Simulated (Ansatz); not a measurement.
An Ansatz (a first-principles code) input:

Ansatz 0.2 input:
```yaml
crystal:
  lattice:
    - [0.0, 3.2672635853, 3.2672635853]
    - [3.2672635853, 0.0, 3.2672635853]
    - [3.2672635853, 3.2672635853, 0.0]
  atoms:
    - { symbol: Te, position: [0.0, 0.0, 0.0] }
    - { symbol: Pb, position: [0.5, 0.5, 0.5] }
kpoints:
  mp_grid: { grid: [6, 6, 6] }
  band_path:
    path:
      - [[0.0, 0.0, 0.0], [0.5, 0.0, 0.5], [0.625, 0.25, 0.625]]  # Γ-X-U
      - [[0.375, 0.375, 0.75], [0.0, 0.0, 0.0], [0.5, 0.5, 0.5], [0.5, 0.25, 0.75], [0.5, 0.0, 0.5]]  # K-Γ-L-W-X
      - [VBM, CBM]
    npoints: 12
hamiltonian:
  xc: r2scan
  pseudopotentials: { kind: paw }
magnetization: { noncollinear: true, spin_orbit: true }
scf:
  n_extra_bands: 12
  convergence: { dr2_threshold: 0.0000000001 }
  occupations: { method: gaussian, width: 0.01 }
checkpoint: { write: soc.run }
output: { eigenvalues: true }
```

Task: How many symmetry operations and irreducible k-points will the run report?

Result: 48 operations, 16 of 216 k-points.

Task: With a cutoff of 500 eV, how many plane waves at Γ?

Result: 1807.

It took very roughly 2.6 core-minutes on shared server cores.

Space group Fm-3m (rock salt). The cell was relaxed with r²SCAN under the symmetry of its start.

Potentials: the later of the program's two PAW sets.

Ansatz is a plane-wave DFT program.
